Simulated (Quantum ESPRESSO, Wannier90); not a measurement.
**Wannier functions of Cu (hcp (Mg type), model phase)**

```
CELL_PARAMETERS angstrom
      2.53410     0.00000     0.00000
     -1.26705     2.19459     0.00000
      0.00000     0.00000     4.11257
ATOMIC_POSITIONS crystal
  Cu 0.33333 0.66667 0.25000
  Cu 0.66667 0.33333 0.75000
```

Structure: Materials Project mp-989782, symmetrised, not relaxed again. This isn't the element's usual structure (fcc); take it as a model of another phase. Level: LDA, no spin polarisation, no spin-orbit coupling; pw.x of Quantum ESPRESSO at 74 Ry with PseudoDojo potentials, 12×12×4 k-points, Wannier90. Density: 18×18×10 mesh, cold smearing 0.01 Ry.

The lattice is scaled uniformly with fixed fractional positions (axis ratios and free coordinates are held, so this isn't the response to pressure), and at each scale an atom-like model (Cu spd; disentangled, num_iter = 0) is made. Listed is the largest hopping of each kind of orbital pair shown, with the distance of the two functions' centres at scale 1; the mesh was not varied.

```
scale  modulus of t, Cu2 px–Cu2 s at 2.53 Å (eV)
-----  -----------------------------------------
0.970                                      2.273
0.990                                      2.157
1.000                                      2.105
1.010                                      2.049
1.030                                      1.946
```

With |t| ∝ d^(−η), find η for each hopping from the ends of the series.


- Cu2 px–Cu2 s at 2.53 Å: η = −ln(1.946/2.273)/ln(1.030/0.970) = 2.6
Harrison's rules would take η = 2.0 for these pairs; they describe atomic orbitals, while these are orthogonalised and change shape with the volume.
